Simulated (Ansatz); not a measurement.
Input and command of a plane-wave DFT calculation in Ansatz:

```yaml
crystal:
  lattice:
    - [2.66, 0.0, 0.0]
    - [0.0, 2.66, 0.0]
    - [0.0, 0.0, 3.4865]
  atoms:
    - { symbol: Cu, position: [0.5, 0.5, 0.5] }
    - { symbol: Au, position: [0.0, 0.0, 0.0] }
basis:
  ecutwfc: 420
kpoints:
  mp_grid: { grid: [18, 18, 14] }
hamiltonian:
  xc: pbe
scf:
  occupations: { method: gaussian, width: 0.15 }
output:
  forces: true
  stress: true
  eigenvalues: true
```

```bash
ansatz run input.yaml --threads 1 --pin off --max-ram 2560MiB --backend cpu --events-out ev --progress --plain --runs-dir out
```

Processor: Arm Neoverse V1, 1 thread, on a host shared with other jobs.

Problem. How long does it run, and how much memory does it take?

Solution. About 12 s on 1 thread of Arm Neoverse V1 (shared host), peak memory 0.47 GiB. It solves 23 bands at 440 k points (the mesh reduced by symmetry) with about 503 plane waves, in 6 SCF iterations.
